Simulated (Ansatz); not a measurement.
Relaxed-ion elastic tensor of Ta$_{3}$Ru in space group Fm-3m (No. 225; Ta on 8c, Ta on 4b, Ru on 4a) in GPa (Voigt order), LDA in the plane-wave PAW code Ansatz; density 16.75 g/cm³, 15.96 Å³ per atom.

```
 418   174   174   0.0   0.0   0.0
 174   418   174   0.0   0.0   0.0
 174   174   418   0.0   0.0   0.0
 0.0   0.0   0.0  86.5   0.0   0.0
 0.0   0.0   0.0   0.0  86.5   0.0
 0.0   0.0   0.0   0.0   0.0  86.5
```

Q: Is the crystal mechanically stable?

A: Yes: the smallest eigenvalue of C is 86.5 GPa.

Q: Work out the Voigt, Reuss and Hill averages.

A: K_V = 256, K_R = 256, K_H = 256; G_V = 101, G_R = 97.9, G_H = 99.3 GPa.

Q: Give Young's modulus, Poisson's ratio, Pugh's ratio and the universal anisotropy index.

A: E = 9KG/(3K + G) = 264 GPa; ν = 0.33; K/G = 2.58 (ductile by the Pugh limit of 1.75); A_U = 5G_V/G_R + K_V/K_R − 6 = 0.14.

Q: Estimate the sound speeds and the Debye temperature.

A: v_l = √((K + 4G/3)/ρ) = 4810 m/s, v_t = √(G/ρ) = 2430 m/s, mean 2730 m/s; Θ = (h/k)(3n/4πV)^(1/3) v_m = 323 K.

Q: Give the Zener ratio and Young's modulus along [100], [110] and [111].

A: A = 2C44/(C11 − C12) = 0.71; 1/E = S11 − 2(S11 − S12 − S44/2)Γ with Γ = 0, 1/4, 1/3 gives 315, 250, 233 GPa.

Q: Solve the Christoffel equation for the three sound speeds along [100], [110], [111].

A: Eigenvalues of C_ijkl n_j n_l equal ρv². In km/s, slowest first: [100] 2.27, 2.27, 5.00; [110] 2.27, 2.70, 4.78; [111] 2.56, 2.56, 4.71.

The workflow started from a Materials Project entry (that database holds measured and hypothetical structures alike); the Crystallography Open Database copy checked does not list it. With Ta and Ru taken as one species the cell has the higher symmetry Im-3m, so it may be an ordered model of a mixed-site phase. Its standing as an ambient phase is unchecked. The LDA relaxation kept the symmetry of its start; whether a distortion lowers the energy is not shown. No spin polarisation was allowed. As this level gives no gap, shear constants depend on the k-mesh and smearing (Fermi–Dirac, 0.1 eV here). Scalar-relativistic: spin–orbit coupling is off unless named, which matters more the heavier the elements.

Potentials: the later of the program's two PAW sets.
